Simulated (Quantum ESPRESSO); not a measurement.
## Ta3Cu3PdAl (a curve over one atom's position)

A calculation, not a measurement. The program is pw.x of Quantum ESPRESSO 7.5 (plane-wave density functional theory). The cell is made up: eight metal atoms on a hexagonal close-packed lattice, with elements, volume, strain and displacements drawn at random and not relaxed, so it may be unstable or far from any real phase. PseudoDojo standard norm-conserving files set the functional (PBE unless stated); there is no spin polarisation or spin-orbit coupling, the Fermi-Dirac width of 0.25 eV means electrons at about 2900 K, and the masses in the input are unused placeholders. The copper pseudopotential is less sure than most, with forces differing by about three percent and pressure by about two GPa from a second method on plain copper. Heavy elements are run without spin-orbit coupling, which real alloys of them have. A spin test at this wide smearing found no moment, but such smearing suppresses magnetism that the real alloy may have.

Seven runs move atom 7 (Ta, counted in the order of the input) along z and keep all else fixed.

Input of the run at +0.0185:

```
&control calculation='scf', pseudo_dir='./dojo.nc.sr.pbe.v0_5.standard.upf', outdir='./o', disk_io='minimal', tprnfor=.true., tstress=.true. /
&system ibrav=0, nat=8, ntyp=4, nbnd=72, ecutwfc=92.02030273, nosym=.true., tot_charge=0,
 occupations='smearing', smearing='fd', degauss=0.0183746611
/
&electrons conv_thr=1.470e-08, electron_maxstep=70, mixing_beta=0.5 /
ATOMIC_SPECIES
Al 1.0 Al.upf
Cu 1.0 Cu.upf
Pd 1.0 Pd.upf
Ta 1.0 Ta.upf
CELL_PARAMETERS angstrom
-2.749 -0.0027 0.0071
0.0047 4.6562 0.0007
1.3951 -2.3281 -8.8812
ATOMIC_POSITIONS angstrom
Ta 0.0864 -0.0185 0.0357
Cu -0.011 1.6356 -2.231
Cu 0.023 0.0035 -4.4473
Ta -0.0226 1.5587 -6.6062
Pd -1.4155 2.3789 -0.0144
Al -1.4497 3.8584 -2.1074
Ta -1.3128 2.4077 -4.3922
Cu -1.3806 -0.7524 -6.7042
K_POINTS automatic
9 5 3 1 1 1
```

```
shift of atom 7 along z (Å)  free energy less that of the input shown (eV)  Fx on atom 7 (eV/Å)  Fy on atom 7 (eV/Å)  Fz on atom 7 (eV/Å)  pressure (GPa)  iterations
                    -0.1289                                         0.1803               -0.345               -0.068                2.351           21.73          19
                    -0.1104                                         0.1395               -0.337               -0.124                2.058           21.52          19
                    -0.0790                                         0.0825               -0.324               -0.211                1.573           21.19          19
                    +0.0185                                         0.0000               -0.284               -0.425                0.129           20.56          19
                    +0.0566                                         0.0057               -0.272               -0.491               -0.430           20.46          19
                    +0.0949                                         0.0331               -0.261               -0.550               -1.001           20.45          19
                    +0.1371                                         0.0889               -0.252               -0.610               -1.646           20.54          19
```

A cubic fit gives dFz/dz = -14.65 eV/Å² at zero shift. Across the table the energy follows minus the integral of the force to 0.1 meV. A rerun of one of the cells at a higher cutoff and on a denser mesh moved values by no more than 0.006 eV in energy, 0.20 GPa in stress and 0.016 eV/Å in force, and a second program with other atomic files agreed on that cell to 2 % rms in force and 0.5 GPa in pressure.